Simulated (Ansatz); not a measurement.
Starting cell, ZrB2 (AlB2 type, space group P6/mmm):

```yaml
crystal:
  lattice:
    - [3.16770, 0.00000, 0.00000]
    - [-1.58385, 2.74331, 0.00000]
    - [0.00000, 0.00000, 7.10052]
  atoms:
    - { symbol: Zr, position: [0.00000, 0.00000, 0.00000] }
    - { symbol: Zr, position: [0.00000, 0.00000, 0.50000] }
    - { symbol: B, position: [0.33333, 0.66667, 0.25000] }
    - { symbol: B, position: [0.33333, 0.66667, 0.75000] }
    - { symbol: B, position: [0.66667, 0.33333, 0.25000] }
    - { symbol: B, position: [0.66667, 0.33333, 0.75000] }
```

A phonon eigenvector at A = (0.0, 0.0, 0.5) is frozen into this cell: atom i moves by Q times the vector below, so Q is the largest atomic displacement, in Å. The cell is held. (q is in reciprocal vectors of the primitive cell; the cell shown is doubled to hold the pattern.)

| atom | x | y | z |
|---|---|---|---|
| B3 | 0.000 | 0.000 | 1.000 |
| B4 | 0.000 | 0.000 | -1.000 |
| B5 | 0.000 | 0.000 | -1.000 |
| B6 | 0.000 | 0.000 | 1.000 |

Atoms not listed stay in place.

Calculation: r2SCAN (plane waves to 500 eV, PAW, scalar-relativistic; Ansatz, an electronic-structure program). k mesh 17×17×7 (Γ-centred), Fermi-Dirac smearing 0.05 eV. The energy includes the smearing's −TS. With partly filled bands, energies and forces of such displacements shift with the k mesh and the smearing. ZrB2 is run without spin polarisation. ZrB2 was relaxed with its symmetry unable to fall. ΔE is measured from the undisplaced structure. The last digit holds for this mesh only.

| Q (Å) | ΔE (meV/cell) |
|---|---|
| -0.1000 | 315.1 |
| -0.0833 | 218.7 |
| -0.0667 | 139.9 |
| -0.0500 | withheld |
| -0.0333 | 34.9 |
| -0.0167 | 8.7 |
| 0.0000 | 0.0 |
| 0.0167 | 8.7 |
| 0.0333 | 34.9 |
| 0.0500 | withheld |
| 0.0667 | 139.9 |
| 0.0833 | 218.7 |
| 0.1000 | 315.1 |

Task: Fit an even polynomial form (powers 2, 4) to the given rows and predict ΔE at Q = -0.0500.

Result: Least squares on the 11 given rows: ΔE = (31450)·Q² + (6745)·Q⁴, in meV/cell with Q in Å; root-mean-square residual 0.10 meV/cell. At -0.0500 the fit gives 78.7 meV/cell; the calculation gives 78.6 meV/cell, so the interpolation is off by 0.1 (+0.1 %). The quadratic term alone would give 78.6 meV/cell.

(For displaced atoms, the force is minus the slope of the energy, and its curvature is a force constant, which sets phonon frequencies.)
